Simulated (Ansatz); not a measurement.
**Squeezing HfGe (zincblende type)**

```
Hf Ge
1.0
     0.00000    2.97908    2.97908
     2.97908    0.00000    2.97908
     2.97908    2.97908    0.00000
Hf Ge
1 1
Direct
  0.00000 0.00000 0.00000
  0.25000 0.25000 0.25000
```

The cell comes from a relaxation on PAW files under the same functional, begun from a prototype that needn't be the stable phase.

Its volume is scaled at fixed shape and fractional positions.

Level of theory: DFT with LDA, scalar-relativistic, in Ansatz 0.2.0; a Γ-centred 11×11×11 k mesh, Fermi–Dirac smearing of 0.05 eV, no spin polarisation. LAPW: all electrons, basis error target 1 meV/atom; PAW: frozen-core files, cutoff 420 eV; crystal datasets: all electrons, by PAW datasets that the program makes for each cell; norm-conserving: pseudopotentials, cutoff 1061 eV; PAW (cutoff 1000 eV): frozen-core files, cutoff 1000 eV.

Energies are extrapolated to zero smearing and count from the unscaled cell; pressure is positive in compression; gaps take the mesh and a band path. No temperature or zero-point motion is included.

Spin–orbit coupling is left out, which matters for the heavy atoms. The PAW files were made under PBE. The structure type is held throughout; the real material can change phase at far lower pressure.

| V/V0 | V (Å³/atom) | P LAPW (GPa) | ΔE LAPW (eV/atom) | P PAW − LAPW (GPa) | ΔE PAW − LAPW (meV/atom) |
| --- | --- | --- | --- | --- | --- |
| 1.00 | 26.44 | 0.01 | 0.000 | -0.01 | 0.0 |
| 0.90 | 23.80 | 9.37 | 0.071 | -0.02 | -0.2 |
| 0.80 | 21.15 | 24.7 | 0.342 | -0.04 | -0.7 |
| 0.70 | 18.51 | 50.7 | 0.945 | -0.08 | -1.5 |
| 0.60 | 15.86 | 97.1 | 2.126 | -0.20 | -3.7 |
| 0.50 | 13.22 | 186.5 | 4.381 | -0.46 | -8.5 |
| 0.40 | 10.58 | ? | 8.871 | -2.90 | -29.8 |

Q: Fill in "P LAPW (GPa)" for the row "0.40".

A: 386.5.

Q: Fit the Vinet equation to the LAPW pressures over the whole range, with residuals weighted by 1/(|P| + 0.03·Pmax).

A: V0 = 26.49 Å³/atom, B0 = 66.4 GPa and B0′ = 4.44, and the fit misses no point by more than 9.1 GPa. A fit over so wide a range pins B0 less well than one near rest.

Q: At the smallest volume, how far do crystal datasets and norm-conserving and PAW (cutoff 1000 eV) lie from LAPW in pressure?

A: crystal datasets: 0.00 GPa; norm-conserving: -17.04 GPa; PAW (cutoff 1000 eV): -4.01 GPa, on a LAPW pressure of 386.5 GPa.

Q: How do the Löwdin populations by LAPW change from the unscaled cell to the last row?

A: Hf 5s 1.95 → 1.79, Hf 6s 0.62 → 0.46, Hf 5p 5.97 → 5.81, Hf 5d 2.72 → 4.80, Ge 3s 1.99 → 1.93, Ge 4s 1.41 → 1.01, Ge 4p 3.31 → 2.26, Ge 3d 9.99 → 9.95 electrons an atom. These are projections on the shells that the free atoms fill; 0.05 e a cell lies outside them at the start and 0.06 e at the end.
